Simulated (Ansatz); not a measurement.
CaBe2Ge2 single point

Input file of Ansatz 0.2.0:

```yaml
crystal:
  lattice:
    - [3.986986, 0.0, 0.0]
    - [0.0, 3.986986, 0.0]
    - [0.0, 0.0, 9.838533]
  atoms:
    - { symbol: Ge, position: [0.25, 0.25, 0.368] }
    - { symbol: Ge, position: [0.75, 0.75, 0.632] }
    - { symbol: Ca, position: [0.25, 0.25, 0.749] }
    - { symbol: Ca, position: [0.75, 0.75, 0.251] }
    - { symbol: Be, position: [0.25, 0.25, 0.108] }
    - { symbol: Be, position: [0.75, 0.75, 0.892] }
    - { symbol: Ge, position: [0.75, 0.25, 0.0] }
    - { symbol: Ge, position: [0.25, 0.75, 0.0] }
    - { symbol: Be, position: [0.75, 0.25, 0.5] }
    - { symbol: Be, position: [0.25, 0.75, 0.5] }
  symmetry: { tolerance: 0.0003 }
kpoints:
  mp_grid: { grid: [7, 7, 3], shift: [0, 0, 0] }
  band_path:
    path:
      - [0.0, 0.0, 0.0]
      - [0.0, 0.5, 0.0]
      - [0.5, 0.5, 0.0]
      - [0.0, 0.0, 0.0]
      - [0.0, 0.0, 0.5]
      - [0.0, 0.5, 0.5]
      - [0.5, 0.5, 0.5]
      - [0.0, 0.0, 0.5]
      - [0.0, 0.5, 0.0]
      - [0.0, 0.5, 0.5]
      - [0.5, 0.5, 0.0]
    npoints: 6
magnetization:
  spin_polarized: false
scf:
  occupations: { method: cold, width: 0.0934 }
  lower_state_search: "off"
  max_iter: 200
hamiltonian:
  pseudopotentials: { kind: paw }
  xc: r2scan
basis:
  ecutwfc: 500
  fft_grid_basis: typed
output:
  forces: true
  stress: true
  eigenvalues: true
  bader: true
  populations: true
  elf: true
  write_potential: true
  volumetric_format: npy
  dos:
    e_range: [-12, 8]
    de: 0.05
    projected: { site_lists: { Be: [Be], Ca: [Ca], Ge: [Ge] } }
checkpoint:
  read: saved_state
```

The run starts from an earlier solution of this cell. 

Excerpt of what it printed:

```
Free energy (F): -21230.7083 eV
Harris-Foulkes:  -21230.7083 eV  (|F-HF|=3.05e-9)
Internal energy: -21230.7054 eV  (E = F + TS)
E sigma→0 (E₀):  -21230.7073 eV
Entropy (-TS):   -0.0029 eV (-0.291 meV/atom)
Fermi energy:    9.7850 eV
Step filling:    the computed levels leave a gap of 0.0218 eV = 0.2 smearing widths at the electron count; against every level under it full and every level over it empty, smearing changes F+E_penalty+E_count by +0.402 meV and its σ→0 estimate by +1.372 meV
--- Forces (eV/Å), atoms counted from 1 ---
  atom   1  Ge     0.0000     0.0000    -0.4914
  atom   2  Ge     0.0000     0.0000     0.4914
  atom   3  Ca     0.0000     0.0000    -0.0636
  atom   4  Ca     0.0000     0.0000     0.0636
  atom   5  Be     0.0000     0.0000     2.2118
  atom   6  Be     0.0000     0.0000    -2.2118
  atom   7  Ge     0.0000     0.0000     0.0000
  atom   8  Ge     0.0000     0.0000     0.0000
  atom   9  Be     0.0000     0.0000     0.0000
  atom  10  Be     0.0000     0.0000     0.0000
--- Stress (GPa, compression-positive) ---
        3.8940       0.0000       0.0000
        0.0000       3.8940       0.0000
        0.0000       0.0000       1.2169
  P = ⅓ Tr σ = 3.0017 GPa (30.017 kbar)
--- Löwdin populations: 10 sites ---
  site symbol       q [e]
     0     Ge     16.0034
     1     Ge     16.0034
     2     Ca      8.3485
     3     Ca      8.3485
     4     Be      0.6242
     5     Be      0.6242
     6     Ge     15.3119
     7     Ge     15.3119
     8     Be      0.6361
     9     Be      0.6361
  spilling = 0.0256 (of n_electrons = 84.0000)
```

Origin: a database entry at a rescaled volume. Caveats: forces this large suggest misplaced atoms in the database entry; atoms or cell far from equilibrium.
